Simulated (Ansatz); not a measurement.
# Equation of state of TiCd

A database entry relaxed whole under r2SCAN (P4/nmm):

```xyz
4
Lattice="2.8896 0.0000 0.0000 0.0000 2.8896 0.0000 0.0000 0.0000 8.9864" Properties=species:S:1:pos:R:3 pbc="T T T"
Ti    0.0000    1.4448    5.4760
Ti    1.4448    0.0000    3.5104
Cd    0.0000    1.4448    1.1995
Cd    1.4448    0.0000    7.7869
```

The cell was scaled uniformly, its shape held, and the atoms relaxed at each volume with plane-wave PAW DFT (Ansatz 0.2.0; r2SCAN, 500 eV, 12×12×4 Γ-centred mesh, fermi-dirac occupations of width 0.100 eV; no spin, no spin-orbit coupling). One row is withheld.

```json
{"volume (Å³/atom)": "17.633", "energy over the lowest (meV/atom)": "20.6", "pressure (GPa)": "6.51"}
{"volume (Å³/atom)": "18.009", "energy over the lowest (meV/atom)": "?", "pressure (GPa)": "?"}
{"volume (Å³/atom)": "18.384", "energy over the lowest (meV/atom)": "1.9", "pressure (GPa)": "1.89"}
{"volume (Å³/atom)": "18.759", "energy over the lowest (meV/atom)": "0.0", "pressure (GPa)": "-0.04"}
{"volume (Å³/atom)": "19.134", "energy over the lowest (meV/atom)": "2.4", "pressure (GPa)": "-1.76"}
{"volume (Å³/atom)": "19.509", "energy over the lowest (meV/atom)": "8.6", "pressure (GPa)": "-3.28"}
{"volume (Å³/atom)": "19.885", "energy over the lowest (meV/atom)": "18.1", "pressure (GPa)": "-4.62"}
```

Question: Fit the pressures of the other rows to the third-order Birch-Murnaghan form.

Answer: With f = [(V₀/V)^(2/3) − 1]/2 and P = 3B₀f(1 + 2f)^(5/2)[1 + 3(B₀′ − 4)f/2], least squares gives V₀ = 18.75 Å³ an atom, B₀ = 91 GPa and B₀′ = 5.0; the rows miss the fit by less than 0.01 GPa. The slope of the energies differs from these pressures by 0.12 GPa, since they are taken to zero smearing while pressures follow the free energy.

Question: What does the withheld row hold?

Answer: The fit gives 4.06 GPa at 18.009 Å³; the run gave 4.06 GPa and 8.6 meV an atom.

Caveats: the shape of the cell was held, so B₀ is an upper bound where the axes differ in stiffness; 0 K, fixed nuclei; the symmetry was kept, and this need not be the phase that is stable at 0 K; one mesh for all volumes; pressure is positive in compression.
